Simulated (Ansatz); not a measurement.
Input and command of a plane-wave DFT calculation in Ansatz:

```yaml
crystal:
  lattice:
    - [0.0, 3.1855994637, 3.1855994637]
    - [3.1855994637, 0.0, 3.1855994637]
    - [3.1855994637, 3.1855994637, 0.0]
  atoms:
    - { symbol: Sn, position: [0.0, 0.0, 0.0] }
    - { symbol: Te, position: [0.5, 0.5, 0.5] }
basis:
  ecutwfc: 500
kpoints:
  mp_grid: { grid: [10, 10, 10] }
  band_path:
    path:
      - [[0.0, 0.0, 0.0], [0.5, 0.0, 0.5], [0.625, 0.25, 0.625]]
      - [[0.375, 0.375, 0.75], [0.0, 0.0, 0.0], [0.5, 0.5, 0.5], [0.5, 0.25, 0.75], [0.5, 0.0, 0.5]]
    npoints: 14
hamiltonian:
  xc: r2scan
scf:
  occupations: { method: gaussian, width: 0.01 }
  n_extra_bands: 6
output:
  forces: true
  stress: true
  eigenvalues: true
  populations: true
  dos: { projected: true, de: 0.02, nscf_kmesh: { grid: [15, 15, 15] } }
  bader: true
  write_density: true
  write_potential: true
  elf: true
  volumetric_format: npy
```

```bash
ansatz run input.yaml --threads 1 --pin off --max-ram 2560MiB --backend cpu --events-out ev --progress --plain --runs-dir out
```

Processor: Arm Neoverse V1, 1 thread, on a host shared with other jobs.

Task: Estimate time, memory and problem size.

Result: About 37 s on 1 thread of Arm Neoverse V1, with other jobs on the host, peak memory 0.57 GiB. It solves 21 bands at 47 k points (the mesh reduced by symmetry) with about 1639 plane waves, in 6 SCF iterations.
